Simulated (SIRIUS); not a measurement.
A self-consistent single point of MgO (Fm-3m, 8 atoms in the cell; from Materials Project mp-1265, changed as shown).

```
CELL_PARAMETERS angstrom
      4.27788     0.00000     0.00000
      0.00000     4.27788     0.00000
      0.00000     0.00000     4.27788
ATOMIC_POSITIONS crystal
  Mg 0.00000 0.00000 0.00000
  Mg 0.00000 0.50000 0.50000
  Mg 0.50000 0.00000 0.50000
  Mg 0.50000 0.50000 0.00000
  O  0.50000 0.00000 0.00000
  O  0.50000 0.50000 0.50000
  O  0.00000 0.00000 0.50000
  O  0.00000 0.50000 0.00000
```

Level of theory: PBE, GBRV PBE ultrasoft pseudopotentials (plane waves; SIRIUS).

SIRIUS settings:

- parameters.ngridk = 6 6 6
- parameters.xc_functionals = [XC_GGA_X_PBE, XC_GGA_C_PBE]
- parameters.gk_cutoff = 6.325 1/bohr
- parameters.pw_cutoff = 14.143 1/bohr
- parameters.smearing = gaussian
- parameters.smearing_width = 0.0001 Ha
- potentials = GBRV PBE ultrasoft pseudopotentials
- parameters.electronic_structure_method = pseudopotential
- parameters.num_bands = 38
- parameters.num_mag_dims = 0
- parameters.num_dft_iter = 100
- parameters.energy_tol = 1e-07 Ha
- parameters.density_tol = 1e-06
- mixer.type = anderson
- mixer.beta = 0.5
- mixer.use_hartree = true

### Question
Estimate, at this level of theory: gap on the k-point mesh and pressure.

### Answer
The run gave:

```
Property                    Result
-----------------------  ---------
Gap on the k-point mesh    4.33 eV
Pressure                 -2.24 GPa
```

The gap is read on the k-point mesh of the run and can differ from the gap over the whole zone at this level.

For comparison: a first run was changed to give this one (lattice scaled by 1.02), and from it to this one the free energy drops by 7.9 meV/atom, the pressure goes from 7.18 to -2.24 GPa and the gap on the mesh goes from 4.896 to 4.330 eV.

The structure comes from a collection of computed structures, made at another level of theory; the collection holds predicted forms beside known ones.

Cost on one core: roughly 25 core-seconds.
